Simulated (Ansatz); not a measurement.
## Zone-centre phonons of Ga2O at 8 GPa: input and output

All numbers below come from Ansatz, DFT PBE, scalar-relativistic, plane waves, PAW.

Launched with:
```bash
ansatz run input.yaml --threads 2 --pin off --max-ram 6144MiB --backend cpu --events-out ev --progress --plain --runs-dir out
```

Input (bare energies are in eV):
```yaml
crystal:
  lattice:
    - [2.9822843167, 0.0, 0.0]
    - [-1.4911421584, 2.5827339796, 0.0]
    - [0.0, 0.0, 11.1363582007]
  atoms:
    - { symbol: Ga, position: [0.0, 0.0, 0.3900899615] }
    - { symbol: Ga, position: [0.0, 0.0, 0.6099100385] }
    - { symbol: Ga, position: [0.6666666667, 0.3333333333, 0.1034589516] }
    - { symbol: Ga, position: [0.3333333333, 0.6666666667, 0.8965410484] }
    - { symbol: O, position: [0.6666666667, 0.3333333333, 0.3085546212] }
    - { symbol: O, position: [0.3333333333, 0.6666666667, 0.6914453788] }
basis:
  ecutwfc: 420
kpoints:
  mp_grid: { grid: [12, 12, 4] }
hamiltonian:
  xc: pbe
scf:
  occupations: { method: fermi_dirac, width: 0.15 }
output:
  eigenvalues: true
phonons:
  method: dfpt
  eigenvectors: true
```

The end of the output:
```
--- Phonons (Γ-DFPT): 6 representative perturbations + reference, on 164 of 576 k-points (Σ response iterations 23) ---
  k mesh reduced under 2 symmetry operations, with k and −k counted as one. Each operation leaves every solved perturbation unchanged. A smaller set is not used because it would not reduce the number of displacements ...
  ASR residual: 2.596e-4 → 0.000e0 eV/Å²; symmetrization residual: 5.623e-5 eV/Å²
  ASR residual per site (eV/Å²): 5.89e-5 5.89e-5 3.26e-5 3.26e-5 2.60e-4 2.60e-4
  Γ frequencies (cm⁻¹): 0.00 0.00 0.00 37.67 37.67 48.71 48.71 65.90 65.90 105.47 134.64 206.12 382.29 405.38 406.40 406.40 416.86 416.86
  non-analytic LO–TO correction: not included (Born effective charges unavailable; polar crystals: no LO–TO splitting at Γ)
```

The run took 2.5 min on 2 threads of Oxide Virtual Turin-like Processor (Zen 5) (shared host), peak memory 2.1 GiB.

The cell was built by swapping an element in a database structure (itself possibly hypothetical) and relaxing; it need not be the stable form of this composition. In a metal, frequencies and elastic constants depend on the k mesh and the smearing, soft modes and shear constants most. Spin polarisation was left out, and a magnetic state may lie lower. A semilocal functional can close a gap that the real compound has.